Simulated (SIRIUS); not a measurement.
Consider a self-consistent single point of SnO2 (P4_2/mnm, 6 atoms in the cell; from Materials Project mp-856, changed as shown).

```yaml
crystal:
  lattice:
    - [4.66952, 0.00000, 0.00000]
    - [0.00000, 4.66952, 0.00000]
    - [0.00000, 0.00000, 3.14335]
  atoms:
    - { symbol: Sn, position: [0.50000, 0.50000, 0.50000] }
    - { symbol: Sn, position: [0.00000, 0.00000, 0.00000] }
    - { symbol: O, position: [0.19403, 0.80597, 0.50000] }
    - { symbol: O, position: [0.80597, 0.19403, 0.50000] }
    - { symbol: O, position: [0.69403, 0.69403, 0.00000] }
    - { symbol: O, position: [0.30597, 0.30597, 0.00000] }
```

Computed with PBE, SSSP 1.1.2 efficiency PBE pseudopotentials (plane waves; SIRIUS 7.12.0).

SIRIUS settings:

- parameters.ngridk = 8 8 10
- parameters.xc_functionals = [XC_GGA_X_PBE, XC_GGA_C_PBE]
- parameters.gk_cutoff = 8.062 1/bohr
- parameters.pw_cutoff = 25.496 1/bohr
- parameters.smearing = fermi_dirac
- parameters.smearing_width = 0.000734986 Ha
- potentials = SSSP 1.1.2 efficiency PBE pseudopotentials
- parameters.electronic_structure_method = pseudopotential
- parameters.num_bands = 31
- parameters.num_mag_dims = 0
- parameters.num_dft_iter = 100
- parameters.energy_tol = 1e-07 Ha
- parameters.density_tol = 1e-06
- mixer.type = anderson
- mixer.beta = 0.7
- mixer.use_hartree = false

Results:

```
Item                                                      Value
------------------------------------------------  -------------
Number of valence electrons                                  52
Number of bands                                              31
Number of k-points after the program's reduction             90
Number of plane waves (most at a k-point)                  4127
Number of SCF iterations                                     22
FFT grid                                           75 × 75 × 54
Free energy E − TS                                -6710.9784 eV
Gap on the k-point mesh                                 1.76 eV
Pressure                                              22.30 GPa
Largest force (vector length)                        0.255 eV/Å
```

Forces (eV/Å):
```csv
atom,Fx,Fy,Fz
Sn1,0.000,0.000,0.000
Sn2,0.000,0.000,0.000
O3,0.180,-0.180,0.000
O4,-0.180,0.180,0.000
O5,0.180,0.180,0.000
O6,-0.180,-0.180,0.000
```

Stress (GPa, positive for compression):
```
20.41   0.00   0.00
 0.00  20.41   0.00
 0.00   0.00  26.07
```

Gaps are taken between levels on the mesh.

For comparison: a first run was changed to give this one (lattice scaled by 0.98), and from it to this one the free energy goes up by 65.6 meV/atom, the pressure goes from 7.17 to 22.30 GPa, the largest force goes from 0.030 to 0.255 eV/Å and the gap on the mesh goes from 1.035 to 1.755 eV.

The structure comes from a collection of computed structures, made at another level of theory; the collection holds predicted forms beside known ones. At this pressure the cell is far from its equilibrium volume at this level.

Cost on one core: roughly 3 core-minutes.
